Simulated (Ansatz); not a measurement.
**Mg₃CdSe₄: rattling a relaxed structure**

It was reached by relaxing an invented guess, and it needn't be the stable form of this composition.

The calculation used Ansatz 0.2.0, DFT PBE, scalar-relativistic, plane waves, PAW. Plane waves to 420 eV, a k mesh through Γ of 10×10×4 on the computed 8-atom cell and Gaussian smearing (0.02 eV); no spin polarisation.

The cell below (8 atoms, space group P4/mmm (No. 123)) is relaxed within its symmetry.

```xyz
8
Lattice="3.9405 0.0000 0.0000 0.0000 3.9405 0.0000 0.0000 0.0000 11.1693" Properties=species:S:1:pos:R:3 pbc="T T T"
Mg    1.9702    1.9702    2.8298
Mg    0.0000    0.0000    5.5847
Mg    1.9702    1.9702    8.3395
Cd    0.0000    0.0000    0.0000
Se    0.0000    0.0000    2.8556
Se    1.9702    1.9702    5.5847
Se    0.0000    0.0000    8.3137
Se    1.9702    1.9702    0.0000
```

For the test it was strained at random (σ = 1.5 % a component), the atoms were moved at random (σ = 0.05 Å), and all was relaxed again on a coarse 4×4×2 mesh (in the run’s order of axes) with 0.10 eV smearing, with no symmetry imposed.

Question: Is the structure stable against such a distortion?

Answer: It returns, within 1 meV/atom of the unmoved cell on that mesh and with the same symmetry when read at 0.1 Å. So it is stable against the distortions that fit this cell and that this random move excites. Modes that don't fit the cell aren't tested.
